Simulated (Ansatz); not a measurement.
InAs:
```cif
data_AsIn
_chemical_formula_sum 'In1 As1'
_space_group_name_H-M_alt 'P 1'
_space_group_IT_number 1
_cell_length_a 4.31888
_cell_length_b 4.31888
_cell_length_c 4.31888
_cell_angle_alpha 60.000
_cell_angle_beta 60.000
_cell_angle_gamma 60.000
loop_
_space_group_symop_operation_xyz
  'x, y, z'
loop_
_atom_site_label
_atom_site_type_symbol
_atom_site_fract_x
_atom_site_fract_y
_atom_site_fract_z
_atom_site_occupancy
In1 In 0.25000 0.25000 0.25000 1
As1 As 0.00000 0.00000 0.00000 1
```

Relaxed with r²SCAN in the plane-wave PAW code Ansatz. Indices refer to the conventional cell of F-43m, a = b = c = 6.1078 Å, α = β = γ = 90.00°.

Simulate the powder diffraction pattern (Cu Kα1, λ = 1.54056 Å; lines above 1 %) up to 2θ = 90°.

Simulated powder pattern, Cu Kα1, λ = 1.54056 Å (kinematic, ideal powder, no thermal factors, no anomalous dispersion; the 30 strongest lines at most, above 1 %, up to 2θ = 90°):

```
2θ (°)  d (Å)  I/Imax (%)          hkl
------  -----  ----------  -----------
25.23   3.526         100        (111)
29.22   3.054         4.1        (200)
41.80   2.159          74        (220)
49.45   1.842          47        (311)
51.81   1.763         1.0        (222)
60.59   1.527          12        (400)
66.70   1.401          19        (331)
68.67   1.366         1.3        (420)
76.32   1.247          24        (422)
81.89   1.175          14  (511)+(333)
```

Symmetry was held in the r²SCAN relaxation; phonons on a q-mesh show no instability.

Potentials: the earlier of the program's two PAW sets.
